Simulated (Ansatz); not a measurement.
AlNi:
```xyz
2
Lattice="2.8622 0.0000 0.0000 0.0000 2.8622 0.0000 0.0000 0.0000 2.8622" Properties=species:S:1:pos:R:3 pbc="T T T"
Ni     0.0000     0.0000     0.0000
Al     1.4311     1.4311     1.4311
```

Relaxed with PBEsol. Special points in fractions of this cell's reciprocal vectors: Γ (0.000, 0.000, 0.000); X (0.000, 0.500, 0.000); M (0.500, 0.500, 0.000); R (0.500, 0.500, 0.500).

Question: List the band energies nearest the Fermi level at these points for the program Ansatz at the PBEsol level (PAW).

Answer: In eV from the Fermi level; about four levels below and three above (degenerate sets whole), none deeper than 8.9 eV; points with the same levels are listed once.

| k | below | above |
|---|---|---|
| Γ | -3.31 -3.31 -1.55 -1.55 -1.55 | 5.58 5.58 5.58 |
| X | -2.28 -2.28 -1.45 -0.62 | 8.30 10.05 10.05 |
| M | -2.93 -2.93 -2.10 -2.10 -1.00 | 1.50 2.64 12.49 |
| R | -4.18 -4.18 -4.18 -0.97 -0.97 | 1.95 1.95 1.95 |

Space group Pm-3m (CsCl type). The cell was relaxed with PBEsol under the symmetry of its start. The workflow began spin-polarised and lost its moments.

Potentials: the earlier of the program's two PAW sets. The files were generated under PBE; for other functionals the program regenerates the frozen cores, and for LDA and PBEsol the local potential too.
